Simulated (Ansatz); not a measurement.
TiGa₃: how the free axis answers a strain

TiGa₃, I4/mmm, a = 3.746 Å, c = 8.676 Å. The structure is a COD entry; whether it is the stable form wasn't checked. Ansatz: PBEsol, PAW, 420 eV, Γ-centred 10×10×4 mesh on 8 atoms, Gaussian smearing 0.10 eV; no spin polarisation. Series: biaxial strain in the a-b plane, c and atoms relaxed; x is the strain in per cent. y is the change of c in per cent of 8.676 Å.

| x (%) | y (%) |
| --- | --- |
| -3.0 | ? |
| -2.0 | 1.01 |
| -1.0 | 0.49 |
| 0.0 | 0.00 |
| 1.0 | -0.52 |
| 2.0 | -1.00 |
| 3.0 | -1.49 |

Task: Fit y = c1 x + c2 x² to the other rows, say what c1 measures, and predict the missing y.

Result: Least squares on the rows shown. y = −0.5019 x + 0.001305 x². With no stress along c, c1 = −2C13/C33 = -0.502. At x = -3.0 the fit asked for gives 1.52 %. The run gave 1.49 %, so the fit is 0.03 % too high, a small miss on the scale of the series.